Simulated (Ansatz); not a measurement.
## Cu, first-principles data

Cu:
```
Cu
1.0
    2.51071     0.00000     0.00000
   -1.25536     2.17434     0.00000
    0.00000     0.00000     4.14580
Cu
2
Direct
  0.33333   0.66667   0.25000
  0.66667   0.33333   0.75000
```

Space group P6_3/mmc (No. 194), hcp (Mg type); conventional cell a = b = 2.5107 Å, c = 4.1458 Å, α = β = 90.00°, γ = 120.00°.

Method: plane-wave PAW PBEsol (Ansatz code). Structure relaxed to zero pressure with the same functional. Other levels are named where they apply.

**Cell and energy**

```json
{
  "volume_per_atom": "11.32 Å³",
  "density": "9.32 g/cm³"
}
```

**Electronic structure**

```json
{
  "electronic_character": "metallic (no gap)",
  "Density of states at the Fermi level": "0.34 states/eV per atom (mean over ±0.08 eV)"
}
```

**Mechanics**

```json
{
  "Bulk modulus (Birch–Murnaghan fit)": "167 GPa",
  "Pressure derivative B′": "5.0",
  "Elastic constants (relaxed ions, GPa)": "C11 = 258, C12 = 149, C13 = 100, C33 = 291, C44 = 46.4",
  "mechanical_stability": "stable (all eigenvalues of C positive)",
  "hill_bulk_and_shear_moduli": "167 and 57.7 GPa",
  "Young's modulus": "155 GPa",
  "Poisson's ratio": "0.35",
  "debye_temperature_from_the_elastic_constants": "371 K"
}
```

**Phonons**

```json
{
 "highest_zone_centre_frequency": "259 cm⁻¹",
 "zone_centre_stability": "no imaginary mode at Γ"
}
```

The first step of the workflow began from a Materials Project structure, measured or hypothetical; the Crystallography Open Database copy checked does not list it. It is not the phase usual at ambient conditions (space group No. 225). Symmetry was held in the PBEsol relaxation. The run is not spin-polarised. As this level gives no gap, shear constants depend on the k-mesh and smearing (Fermi–Dirac, 0.1 eV here). As this level gives no gap, phonon frequencies hold no LO–TO term and depend on the k-mesh and smearing (Fermi–Dirac, 0.1 eV here). Axis ratios of metals converge slowly with the k-mesh, so a and c are less sure than the volume. On the denser mesh and wider smearing of the elastic run this cell carries a stress of 0.6 GPa.

Potentials: the earlier of the program's two PAW sets.
